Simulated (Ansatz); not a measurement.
A relaxation computed with Ansatz, from input to last step.

```yaml
crystal:
  lattice:
    - [3.1837189491, 0.0, 0.0]
    - [-1.5918594745, 2.7571814884, 0.0]
    - [0.0, 0.0, 34.47923848]
  atoms:
    - { symbol: Mo, position: [0.66666667, 0.33333333, 0.90644437] }
    - { symbol: Mo, position: [0.66666667, 0.33333333, 0.27909697] }
    - { symbol: Mo, position: [0.33333333, 0.66666667, 0.72090303] }
    - { symbol: Mo, position: [0.33333333, 0.66666667, 0.09355563] }
    - { symbol: S, position: [0.33333333, 0.66666667, 0.9514537] }
    - { symbol: S, position: [0.33333333, 0.66666667, 0.32408825] }
    - { symbol: S, position: [0.66666667, 0.33333333, 0.76591034] }
    - { symbol: S, position: [0.66666667, 0.33333333, 0.13856869] }
    - { symbol: S, position: [0.33333333, 0.66666667, 0.86143131] }
    - { symbol: S, position: [0.33333333, 0.66666667, 0.23408966] }
    - { symbol: S, position: [0.66666667, 0.33333333, 0.67591175] }
    - { symbol: S, position: [0.66666667, 0.33333333, 0.0485463] }
basis:
  ecutwfc: 420
kpoints:
  mp_grid: { grid: [12, 12, 1] }
hamiltonian:
  xc: pbesol
scf:
  occupations: { method: gaussian, width: 0.02 }
output:
  forces: true
  stress: true
  eigenvalues: true
  write_density: true
  write_potential: true
  elf: true
  volumetric_format: npy
relax:
  adjacent_minimum: "off"
  f_tol: 0.005
  max_steps: 80
  cell: { stress_tol: 0.05 }
```

```bash
ansatz run input.yaml --threads 2 --pin off --max-ram 5120MiB --backend cpu --events-out ev --progress --plain --runs-dir out
```

All numbers below come from DFT PBEsol, scalar-relativistic, plane waves, PAW (Ansatz 0.2.0).

Of 6 frames 5 are shown, positions in Å and forces in eV/Å; the SCF threshold varies from step to step. Steps run on the plane waves of an earlier cell, with a Pulay correction in the pressure. The basis is chosen afresh for the last frame, the zero of the energies, and at times for earlier ones too; energy and pressure step there, also at an unchanged geometry. The mark taken_back stands on steps that the optimiser undid.

```xyz
12
Lattice="3.1837 0.0000 0.0000 -1.5919 2.7572 0.0000 0.0000 0.0000 34.4792" Properties=species:S:1:pos:R:3:forces:R:3 pbc="T T T" step=1 free_energy_over_end_meV_per_atom=6.30 pressure_GPa=-2.30
Mo    1.5919    0.9191   31.2535    0.0000    0.0000    0.0004
Mo    1.5919    0.9191    9.6231    0.0000    0.0000    0.0058
Mo    0.0000    1.8381   24.8562    0.0000    0.0000   -0.0058
Mo    0.0000    1.8381    3.2257    0.0000    0.0000   -0.0004
S     0.0000    1.8381   32.8054    0.0000    0.0000   -0.1255
S     0.0000    1.8381   11.1743    0.0000    0.0000   -0.1470
S     1.5919    0.9191   26.4080    0.0000    0.0000   -0.1229
S     1.5919    0.9191    4.7777    0.0000    0.0000   -0.1288
S     0.0000    1.8381   29.7015    0.0000    0.0000    0.1288
S     0.0000    1.8381    8.0712    0.0000    0.0000    0.1229
S     1.5919    0.9191   23.3049    0.0000    0.0000    0.1470
S     1.5919    0.9191    1.6738    0.0000    0.0000    0.1255
12
Lattice="3.0802 0.0000 0.0000 -1.5401 2.6675 0.0000 0.0000 0.0000 34.2444" Properties=species:S:1:pos:R:3:forces:R:3 pbc="T T T" step=2 free_energy_over_end_meV_per_atom=13.48 pressure_GPa=1.67 taken_back
Mo    1.5401    0.8892   31.0530    0.0000    0.0000    0.0054
Mo    1.5401    0.8892    9.4974    0.0000    0.0000    0.0068
Mo    0.0000    1.7784   24.7470    0.0000    0.0000   -0.0068
Mo    0.0000    1.7784    3.1914    0.0000    0.0000   -0.0054
S     0.0000    1.7784   32.6492    0.0000    0.0000   -0.2901
S     0.0000    1.7784   11.0919    0.0000    0.0000   -0.2853
S     1.5401    0.8892   26.3429    0.0000    0.0000   -0.2893
S     1.5401    0.8892    4.7876    0.0000    0.0000   -0.2986
S     0.0000    1.7784   29.4569    0.0000    0.0000    0.2986
S     0.0000    1.7784    7.9015    0.0000    0.0000    0.2893
S     1.5401    0.8892   23.1526    0.0000    0.0000    0.2853
S     1.5401    0.8892    1.5953    0.0000    0.0000    0.2901
12
Lattice="3.1437 0.0000 0.0000 -1.5718 2.7225 0.0000 0.0000 0.0000 34.2324" Properties=species:S:1:pos:R:3:forces:R:3 pbc="T T T" step=3 free_energy_over_end_meV_per_atom=0.13 pressure_GPa=-0.44
Mo    1.5718    0.9075   31.0546    0.0000    0.0000   -0.0002
Mo    1.5718    0.9075    9.5131    0.0000    0.0000    0.0012
Mo    0.0000    1.8150   24.7194    0.0000    0.0000   -0.0012
Mo    0.0000    1.8150    3.1779    0.0000    0.0000    0.0002
S     0.0000    1.8150   32.6170    0.0000    0.0000   -0.0744
S     0.0000    1.8150   11.0742    0.0000    0.0000   -0.0791
S     1.5718    0.9075   26.2818    0.0000    0.0000   -0.0707
S     1.5718    0.9075    4.7404    0.0000    0.0000   -0.0770
S     0.0000    1.8150   29.4921    0.0000    0.0000    0.0770
S     0.0000    1.8150    7.9507    0.0000    0.0000    0.0707
S     1.5718    0.9075   23.1582    0.0000    0.0000    0.0791
S     1.5718    0.9075    1.6154    0.0000    0.0000    0.0744
12
Lattice="3.1403 0.0000 0.0000 -1.5702 2.7196 0.0000 0.0000 0.0000 34.1117" Properties=species:S:1:pos:R:3:forces:R:3 pbc="T T T" step=4 free_energy_over_end_meV_per_atom=-0.04 pressure_GPa=-0.04
Mo    1.5702    0.9065   30.9540    0.0000    0.0000    0.0003
Mo    1.5702    0.9065    9.4563    0.0000    0.0000    0.0008
Mo    0.0000    1.8131   24.6554    0.0000    0.0000   -0.0008
Mo    0.0000    1.8131    3.1577    0.0000    0.0000   -0.0003
S     0.0000    1.8131   32.5143    0.0000    0.0000   -0.0162
S     0.0000    1.8131   11.0154    0.0000    0.0000   -0.0162
S     1.5702    0.9065   26.2158    0.0000    0.0000   -0.0140
S     1.5702    0.9065    4.7182    0.0000    0.0000   -0.0182
S     0.0000    1.8131   29.3935    0.0000    0.0000    0.0182
S     0.0000    1.8131    7.8959    0.0000    0.0000    0.0140
S     1.5702    0.9065   23.0963    0.0000    0.0000    0.0162
S     1.5702    0.9065    1.5974    0.0000    0.0000    0.0162
12
Lattice="3.1409 0.0000 0.0000 -1.5705 2.7201 0.0000 0.0000 0.0000 34.0711" Properties=species:S:1:pos:R:3:forces:R:3 pbc="T T T" step=6 free_energy_over_end_meV_per_atom=0.00 pressure_GPa=0.01
Mo    1.5705    0.9067   30.9252    0.0000    0.0000   -0.0005
Mo    1.5705    0.9067    9.4389    0.0000    0.0000   -0.0002
Mo    0.0000    1.8134   24.6322    0.0000    0.0000    0.0002
Mo    0.0000    1.8134    3.1459    0.0000    0.0000    0.0005
S     0.0000    1.8134   32.4844    0.0000    0.0000    0.0005
S     0.0000    1.8134   10.9968    0.0000    0.0000    0.0015
S     1.5705    0.9067   26.1916    0.0000    0.0000    0.0021
S     1.5705    0.9067    4.7051    0.0000    0.0000    0.0006
S     0.0000    1.8134   29.3660    0.0000    0.0000   -0.0006
S     0.0000    1.8134    7.8795    0.0000    0.0000   -0.0021
S     1.5705    0.9067   23.0743    0.0000    0.0000   -0.0015
S     1.5705    0.9067    1.5866    0.0000    0.0000   -0.0005
```

Time: 48 s on 2 threads of Intel(R) Xeon(R) 6975P-C (Granite Rapids) (shared host), peak memory 0.81 GiB.

The cell holds layers, and where no dispersion correction was added their binding is poorly described.